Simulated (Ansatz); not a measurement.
BP (F-43m), clamped-ion strain scan

Level of theory: Ansatz, DFT LDA, scalar-relativistic, plane waves, PAW. Cutoff 420 eV, Γ-centred 10×10×10 k-points, Gaussian smearing of 0.05 eV. No spin polarisation. Energies are free energies at this smearing, counted from the undisturbed cell; pressure is positive in compression.

The starting cell (as given, not relaxed at this level; it stands at -5.2 GPa):

```
B P
1.0
     0.00000    2.26900    2.26900
     2.26900    0.00000    2.26900
     2.26900    2.26900    0.00000
B P
1 1
Direct
  0.00000 0.00000 0.00000
  0.75000 0.75000 0.75000
```

The cell is strained by ε times the Voigt pattern (0, 0, 0, 0, 1, 0) (xx, yy, zz, yz, xz, xy; engineering shear) with fractional coordinates fixed.

| ε | ΔE (meV/atom) | stress summed along the pattern (GPa, tension positive) | pressure (GPa) | gap on the mesh (eV) |
| --- | --- | --- | --- | --- |
| -0.0200 | 2.9 | -4.01 | -5.1 | 1.14 |
| -0.0100 | 0.7 | -2.00 | -5.2 | 1.17 |
| 0.0000 | 0.0 | 0.00 | -5.2 | 1.19 |
| 0.0025 | 0.0 | 0.50 | -5.2 | 1.18 |
| 0.0050 | 0.2 | 1.00 | -5.2 | 1.18 |
| 0.0075 | 0.4 | 1.50 | -5.2 | 1.17 |
| 0.0125 | 1.1 | 2.50 | -5.2 | 1.16 |
| 0.0150 | 1.6 | 3.00 | -5.2 | 1.15 |
| 0.0175 | 2.2 | 3.50 | -5.2 | 1.14 |

By symmetry 0.0200 repeats -0.0200, -0.0150 repeats 0.0150, 0.0100 repeats -0.0100, -0.0050 repeats 0.0050 in energy, with the opposite slope along the path.

Cost: 9 runs of about 0.31 core-minutes in all, on Intel Xeon 6975P-C (Granite Rapids) (shared hosts).